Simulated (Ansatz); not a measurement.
## Ca started on a Ti site and Ca started on a Ti site, 5.50 Å apart on the ideal sites in cubic perovskite SrTiO3, 40 atoms, charge 0

All numbers come from Ansatz (PAW, plane waves, no spin–orbit coupling) at the single k point (¼, ¼, ¼) without its symmetry partners. The atoms were relaxed with PBEsol in a fixed cell; other functionals are single points on those atoms unless said otherwise. The valence top and gap of the host come from its small cell on a dense mesh, with the band extrema sought between the mesh points, lined up by the mean potential, PBEsol gap 1.85 eV, r²SCAN gap 2.29 eV.

Cell: a = 7.783 Å, b = 7.783 Å, c = 7.783 Å, α = 90.00°, β = 90.00°, γ = 90.00°.

Nearest atoms after relaxation, from the placed atom (for vacancies from the middle of the vacant sites): O at 2.11 Å, O at 2.11 Å, O at 2.18 Å, O at 2.18 Å, O at 2.21 Å, O at 2.22 Å, Sr at 3.36 Å, Sr at 3.39 Å.

Chemical potentials μ are those of reference phases of the elements at zero temperature by the same functional (the usual solids, diamond for C, grey Sn, and the molecules H2, N2, O2, F2, Cl2, Br2 and S8).

| functional | E(defect) − E(host) − Σ nμ + q·E_VBM (eV) | monopole (eV) | alignment (eV) | formation energy at E_F = VBM (eV) | moment (μB) | wall time, shared host |
| --- | --- | --- | --- | --- | --- | --- |
| PBEsol | 14.24 | 0.00 | 0.00 | 14.24 | 2.0 (absolute 3.7) | 21 s on NVIDIA GB200 (relaxation) |
| r²SCAN | 15.65 | 0.00 | 0.00 | 15.65 | 2.0 (absolute 4.4) | 5.9 s on NVIDIA GB200 |

r²SCAN one-electron levels near the gap (the ten most localised at most), from the host's valence top:

| level (eV) | spin | filling | atoms sharing it | element of the atom with most weight |
| --- | --- | --- | --- | --- |
| -0.24 | up | 1.00 | 15.6 | spread |
| -0.18 | down | 1.00 | 14.5 | spread |
| -0.12 | down | 1.00 | 18.2 | spread |
| -0.08 | up | 1.00 | 16.4 | spread |
| -0.03 | down | 1.00 | 16.6 | spread |
| -0.01 | down | 1.00 | 16.3 | spread |
| 0.09 | up | 0.00 | 7.8 | O |
| 0.18 | down | 0.00 | 9.4 | O |
| 1.55 | down | 0.00 | 3.3 | O |
| 1.92 | down | 0.00 | 3.1 | O |

The charge sits partly or wholly in a band of the host, at the cell's one k point and not at the band edge, so the formation energy is too high and the charge correction doesn't apply as it stands.

PBEsol tends to spread a hole over several anions where a hybrid would trap it on one, and single points on PBEsol atoms lack that distortion.

All elements are taken at their own reference at once; growth conditions in equilibrium with the host shift these energies, by up to the host's formation enthalpy.

The ideal cubic host may itself distort, and that gain is in these energies.

One k point and a cell of this size can leave errors of several tenths of an eV in such numbers.
